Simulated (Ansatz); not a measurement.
A TiAlPt cell: a random packing of atoms, relaxed.

```
Ti Al Pt
1.0
     6.96957   -0.08609    1.14715
    -0.08299    5.54184   -0.00808
     1.26204   -0.00746    6.68907
Ti Al Pt
5 5 5
Cartesian
  0.3261 1.9805 0.8445
  3.7107 4.4069 6.9451
  4.5303 1.8678 2.9192
  6.9585 1.8043 4.8069
  6.7230 4.5875 2.6646
  2.3483 0.5619 5.2148
  2.0211 0.5064 2.4272
  1.9649 3.3239 2.7582
  6.4930 3.2081 7.2328
  6.3893 0.5099 7.2557
  7.2961 4.7664 5.2587
  4.8629 0.3598 4.9428
  4.0506 4.6067 2.3631
  4.8985 3.2839 4.9800
  2.0735 3.1536 5.3990
```

The calculation used DFT r2SCAN, scalar-relativistic, plane waves, PAW (Ansatz).

Cutoff 500 eV; k points 3×4×4 on the computed 15-atom cell (Γ-centred); Gaussian smearing, width 0.10 eV; no spin polarisation.

Problem. Describe its local order.

Solution. Counting as bonded all pairs within 1.3 times the summed covalent radii:

```
atom → neighbour mean count mean length (Å) spread (Å)
         Al → Al        2.40             2.83        0.12
         Al → Pt        3.20             2.63        0.12
         Al → Ti        5.00             2.92        0.21
         Pt → Al        3.20             2.63        0.12
         Pt → Pt        3.20             2.85        0.13
         Pt → Ti        4.00             2.82        0.33
         Ti → Al        5.00             2.92        0.21
         Ti → Pt        4.00             2.82        0.33
         Ti → Ti        4.80             3.24        0.33
```

Angles between all pairs of such bonds at an atom (mean ± spread): 97 ± 34° at Al, 97 ± 33° at Pt, 96 ± 34° at Ti.

Problem. Does it have a gap?

Solution. It has no gap on the mesh. Levels at Γ next to the Fermi level (eV from it): -0.96, -0.80, -0.64, -0.43, -0.15, -0.03, 0.15, 0.35, 0.52, 0.63, 0.79, 0.90.

The final mesh leaves forces up to 0.37 eV/Å and stresses up to 1.0 GPa: the relaxation ran on a coarser mesh, so the cell's shape, its bonds and its energy belong partly to that mesh.

The relaxation stopped before its thresholds.

The k mesh is coarse. Spin-orbit coupling is left out, which matters for the bands of heavy elements.

Cost: 2 runs of about 23 core-minutes in all (earlier runs that led there not counted), on Arm Neoverse V2 (shared hosts).